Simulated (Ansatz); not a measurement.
ZrS (rock salt, space group No. 225) at seven volumes, LDA (plane waves, PAW; program Ansatz), scaled uniformly. One row is withheld.

| V (Å³/atom) | P (GPa) |
|---|---|
| 15.386 | 18.15 |
| 15.894 | 11.09 |
| 16.401 | 5.09 |
| 16.908 | 0.00 |
| 17.415 | ? |
| 17.923 | -8.00 |
| 18.430 | -11.12 |

### Question
Fit the shown pressures and predict the withheld one.

### Answer
P = (3/2)B₀(x^(7/2) − x^(5/2))[1 + (3/4)(B′ − 4)(x − 1)] with x = (V₀/V)^(2/3). Least squares on the six rows gives V₀ = 16.909 Å³/atom, B₀ = 156 GPa, B′ = 4.42. At V = 17.415, x = 0.9805 and P = -4.31 GPa. The run itself gave -4.33 GPa.

Space group Fm-3m (rock salt). The workflow started from an entry of the Crystallography Open Database (COD), which files this formula under 2 space groups. Its standing as an ambient phase is unchecked. Symmetry was held in the LDA relaxation; of distortions, only those at the zone centre were tested. The run is not spin-polarised.

Potentials: the later of the program's two PAW sets.
